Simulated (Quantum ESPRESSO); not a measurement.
## One change at a time to Mg2RuSn4Ti

All numbers below are calculated, not measured. They come from Quantum ESPRESSO 7.5, a public plane-wave density functional program. Each row is one single-point run on a made-up periodic cell of eight metal atoms, with elements, volume, strain and displacements drawn at random and not relaxed, so a cell may be unstable or far from any real phase. There is no spin polarisation or spin-orbit coupling.

Settings: PBE unless stated; PseudoDojo standard norm-conserving files; Fermi-Dirac width 0.25 eV, which means electrons at about 2900 K; cutoff 1143 eV; 5 x 5 x 5 k mesh shifted half a step off Gamma. E is the free energy of the whole cell (internal energy minus TS), so a -TS column is already part of it. Stress is positive in tension, and the pressure P is minus a third of its trace.

Checks: one run of this series was repeated at a higher cutoff and on a denser mesh, which moved values by no more than 0.003 eV, 0.13 GPa and 0.007 eV/Å, and a second program with other atomic files agreed on it to 2 % rms in force and 0.5 GPa in pressure. Known limits: the tin pseudopotential is less sure than most, with forces differing by about three percent from a second method on plain tin; heavy elements are run without spin-orbit coupling, which real alloys of them have; a spin test at this wide smearing found no moment, but such smearing suppresses magnetism that the real alloy may have.

The lattice is hexagonal close-packed, and the cell vectors in Å are (2.975, 0.010, 4.838); (3.103, -0.015, -4.916); (-3.043, 5.368, 0.053), a volume of 158.98 Å³ in run 1. The elements on sites 1 to 8 are Sn Mg Ti Sn Ru Sn Sn Mg. Each later run makes one change to run 1 and keeps the rest. E is counted from run 1, and is n/a where other atomic files have another zero of energy.

```
run                           change  V (Å³)  P (GPa)  -TS (eV)  rms force (eV/Å)  largest change of a force component (eV/Å)  E (eV)
  1                             none  158.98     7.33    -1.198             0.789                                       0.000   0.000
  2          sites 2 and 7 exchanged  158.98     8.16    -1.180             1.045                                       1.046   0.169
  3    all lengths scaled by +0.74 %  162.54     5.22    -1.231             0.744                                       0.117       ?
  4           PBEsol in place of PBE  158.98     3.74    -1.200             0.769                                       0.093     n/a
  5                     Ir on site 5  158.98     7.76    -1.062             0.801                                       0.214     n/a
  6  site 2 moved by +0.20 Å along x  158.98     6.76    -1.203             0.687                                       1.124  -0.200
```

## Worked estimate

Along a uniform scaling dE = -P dV. The mean of the two pressures is 6.275 GPa and the volume changes by 3.56 Å³, with 160.2 GPa to one eV/Å³. The same two rows give -V dP/dV = 95 GPa for this cell with clamped atoms, which is not the bulk modulus of a real alloy.

## Withheld value

Question: what E should run 3 give?

The estimate is -0.139 eV. The calculation gave -0.140 eV.
